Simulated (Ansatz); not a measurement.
**Band table of Au (fcc type)**

```
Au
1.0
     0.00000    2.07874    2.07874
     2.07874    0.00000    2.07874
     2.07874    2.07874    0.00000
Au
1
Direct
  0.00000 0.00000 0.00000
```

The cell comes from a relaxation on PAW files under the same functional.

Level of theory: DFT with PBE, scalar-relativistic, in Ansatz 0.2.0; a Γ-centred 17×17×17 k mesh, Fermi–Dirac smearing of 0.1 eV, no spin polarisation. LAPW: all electrons, basis error target 1 meV/atom.

Spin–orbit coupling is left out, which matters for the heavy atoms.

Path points, in fractions of the reciprocal vectors: Γ (0.000, 0.000, 0.000), X (0.500, 0.000, 0.500), U (0.625, 0.250, 0.625), K (0.375, 0.375, 0.750), L (0.500, 0.500, 0.500), W (0.500, 0.250, 0.750). The distance column jumps between branches of the path. Levels in eV from the Fermi level; bands 17 to 24, counted from the lowest band of the run. The gap is zero, the pressure -0.01 GPa.

```
# k(1/Å) point b17 b18 b19 b20 b21 b22 b23 b24
0.000 Γ -9.39 -4.49 -4.49 -4.49 -3.10 -3.10 14.46 18.16
0.216 - -9.17 -4.60 -4.39 -4.39 -3.22 -3.06 14.71 17.44
0.432 - -8.51 -4.90 -4.10 -4.10 -3.53 -2.92 15.41 16.43
0.648 - -7.55 -5.30 -3.83 -3.64 -3.64 -2.72 15.31 15.31
0.864 - -6.69 -5.72 -3.63 -3.05 -3.05 -2.48 13.30 13.30
1.079 - -6.48 -6.07 -2.43 -2.43 -2.33 -2.26 10.37 11.50
1.295 - -6.60 -6.30 -2.11 -1.92 -1.92 -0.32 7.09 10.24
1.511 X -6.67 -6.38 -2.05 -1.71 -1.71 1.08 5.30 9.78
1.588 - -6.65 -6.36 -2.07 -1.80 -1.72 1.20 5.27 9.65
1.664 - -6.60 -6.32 -2.13 -2.04 -1.75 1.53 5.19 9.30
1.740 - -6.52 -6.23 -2.36 -2.23 -1.79 1.99 5.04 8.81
1.817 - -6.43 -6.10 -2.70 -2.36 -1.85 2.54 4.82 8.29
1.893 - -6.33 -5.93 -3.04 -2.51 -1.92 3.14 4.51 7.79
1.969 - -6.22 -5.74 -3.37 -2.67 -2.01 3.79 4.10 7.37
2.046 U -6.11 -5.52 -3.68 -2.83 -2.12 3.61 4.47 7.06
2.971 K -6.11 -5.52 -3.68 -2.83 -2.12 3.61 4.47 7.06
3.200 - -5.77 -4.97 -4.43 -3.29 -2.50 1.84 6.66 6.82
3.429 - -5.66 -4.88 -4.72 -3.59 -2.95 0.11 7.65 9.00
3.658 - -6.29 -5.05 -4.46 -3.68 -3.42 -1.31 9.51 11.40
3.887 - -7.38 -4.99 -4.22 -3.85 -3.59 -2.35 11.96 13.65
4.116 - -8.42 -4.79 -4.20 -4.19 -3.39 -2.93 14.48 14.96
4.345 - -9.14 -4.58 -4.41 -4.39 -3.19 -3.09 14.72 16.81
4.574 Γ -9.39 -4.49 -4.49 -4.49 -3.10 -3.10 14.46 18.16
4.761 - -9.22 -4.54 -4.43 -4.43 -3.13 -3.13 14.63 17.07
4.948 - -8.74 -4.65 -4.30 -4.30 -3.16 -3.16 14.49 15.47
5.135 - -8.03 -4.69 -4.22 -4.22 -3.07 -3.07 12.12 15.53
5.322 - -7.35 -4.36 -4.27 -4.27 -2.79 -2.79 9.36 15.15
5.509 - -7.01 -4.39 -4.39 -3.35 -2.42 -2.42 6.59 14.53
5.696 - -6.93 -4.48 -4.48 -2.12 -2.12 -1.84 4.09 14.07
5.883 L -6.92 -4.52 -4.52 -2.01 -2.01 -0.80 2.74 13.91
6.036 - -6.83 -4.58 -4.45 -2.48 -2.02 -0.22 2.73 13.99
6.188 - -6.57 -4.74 -4.24 -3.18 -2.06 0.80 2.71 13.96
6.341 - -6.18 -4.97 -3.91 -3.80 -2.11 1.94 2.73 12.70
6.494 - -5.75 -5.21 -4.29 -3.53 -2.13 2.85 3.14 10.70
6.646 - -5.44 -5.34 -4.63 -3.26 -2.03 3.19 4.36 8.75
6.799 - -5.59 -5.03 -4.84 -3.21 -1.82 3.81 5.49 7.02
6.952 W -5.64 -4.90 -4.90 -3.23 -1.71 4.38 6.06 6.06
7.060 - -5.72 -5.29 -4.47 -3.14 -1.71 4.42 5.19 6.90
7.167 - -5.90 -5.62 -3.98 -2.93 -1.71 4.32 4.53 7.68
7.275 - -6.13 -5.89 -3.45 -2.67 -1.71 3.45 4.70 8.38
7.383 - -6.35 -6.11 -2.90 -2.42 -1.71 2.63 4.90 8.96
7.491 - -6.52 -6.26 -2.36 -2.22 -1.71 1.89 5.10 9.41
7.599 - -6.63 -6.35 -2.09 -1.91 -1.71 1.32 5.25 9.69
7.707 X -6.67 -6.38 -2.05 -1.71 -1.71 1.08 5.30 9.78
```
